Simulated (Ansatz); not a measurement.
**TiO2: a ladder of calculations**

Cell of run 1: a structure deposited in the COD, taken as it stands.

```cif
data_TiO2
_symmetry_space_group_name_H-M 'Pbca'
_symmetry_Int_Tables_number 61
_cell_length_a 5.1570
_cell_length_b 9.1910
_cell_length_c 5.4630
_cell_angle_alpha 90.000
_cell_angle_beta 90.000
_cell_angle_gamma 90.000
loop_
_atom_site_label
_atom_site_type_symbol
_atom_site_symmetry_multiplicity
_atom_site_Wyckoff_symbol
_atom_site_fract_x
_atom_site_fract_y
_atom_site_fract_z
Ti Ti 8 c 0.1372 0.1289 0.9008
O9 O 8 c 0.8162 0.0098 0.8510
O17 O 8 c 0.4638 0.2312 0.8884
```

One atom of each set is listed.

Relaxed positions (PBE, cell held):

Ti (0.1389, 0.1290, 0.9054)
O9 (0.8161, 0.0097, 0.8510)
O17 (0.4643, 0.2299, 0.8915)

All runs are DFT with Ansatz 0.2.0 (plane waves and PAW, scalar-relativistic unless spin–orbit coupling is named, Γ-centred meshes, Fermi–Dirac smearing where given) in this cell.

Run 1: PBE, gradients read without the response of the cores, atoms as given; 420 eV, 4×3×4 k-points, smearing 0.02 eV.
Run 2: PBE, gradients read without the response of the cores, atoms relaxed; 420 eV, 4×3×4 k-points, smearing 0.02 eV.
Run 3: r2SCAN, gradients read without the response of the cores, at the relaxed atoms; 500 eV, 4×3×4 k-points, smearing 0.02 eV.
Run 4: LDA, gradients read without the response of the cores, at the relaxed atoms; 420 eV, 4×3×4 k-points, smearing 0.02 eV; the PAW files are those made for PBE.

| run | Ti V_zz (η) | O9 V_zz (η) | O17 V_zz (η) |
| --- | --- | --- | --- |
| 1 | -1.72 (0.88) | 2.11 (0.83) | -2.46 (0.92) |
| 2 | ? | ? | ? |
| 3 | 1.95 (0.92) | 2.25 (0.95) | -2.68 (0.76) |
| 4 | 1.99 (0.90) | 1.81 (0.76) | -2.21 (0.87) |

V_zz in 10²¹ V/m².

Task: Estimate the row of run 2.

Result: Ti: 1.98 (0.92); O9: 2.10 (0.86); O17: -2.50 (0.84). It lies nearest to run 3, from whose tensors on these sites it differs by 0.27 at most (largest principal value of the difference, on O9). Taken one at a time, the functional (between the two that differ most) moves the tensors on these sites by up to 0.64 (largest principal value of the change, on O9), the positions of the atoms (as given or relaxed) by 0.39 (Ti). On some sites the largest principal value moves to another axis from run to run, and the sign of V_zz can flip with it. On Ti η is near 1, so the change of sign is little more than a relabelling of axes.

The cell isn't the equilibrium one in run 4 (calculated pressure -9 GPa), and the entry's cell may itself be off.
